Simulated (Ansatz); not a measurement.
Crystals of one space group, with the same sites and like axis ratios (P3m1), relaxed and computed with plane-wave PAW PBE (Ansatz code).

```tsv
crystal	a (Å)	V (Å³/atom)	spin order, net moment (μB/atom)	ΔH_f (eV/atom)
CoPtRh	2.704	13.85	ferromagnetic; net 0.92	0.00
CoPtW	2.750	14.31	ferromagnetic; net 0.30	0.07
CoIrPt	2.712	13.91	ferromagnetic; net 0.71	0.02
CoPtAu	2.789	15.12	ferromagnetic; net 0.73	0.09
```

Spin orders computed, not proven ground states: CoPtRh, P3m1 (Co on 1a, Pt on 1b, Rh on 1c) ferromagnetic; CoPtW, P3m1 (Co on 1a, Pt on 1b, W on 1c) ferromagnetic; CoIrPt, P3m1 (Co on 1a, Pt on 1b, Ir on 1c) ferromagnetic; CoPtAu, P3m1 (Co on 1a, Pt on 1b, Au on 1c) ferromagnetic. Typed or built starts, not in the databases checked: CoPtRh, P3m1 (Co on 1a, Pt on 1b, Rh on 1c); CoPtW, P3m1 (Co on 1a, Pt on 1b, W on 1c); CoIrPt, P3m1 (Co on 1a, Pt on 1b, Ir on 1c); CoPtAu, P3m1 (Co on 1a, Pt on 1b, Au on 1c). All cells were relaxed under the symmetry of their starts (and spin orders); stability against distortions was not tested throughout. Spin–orbit coupling is left out wherever it is not named.

Potentials: the later of the program's two PAW sets.

Formation energies count from the lowest solids of the elements computed at the same level, not from gases.
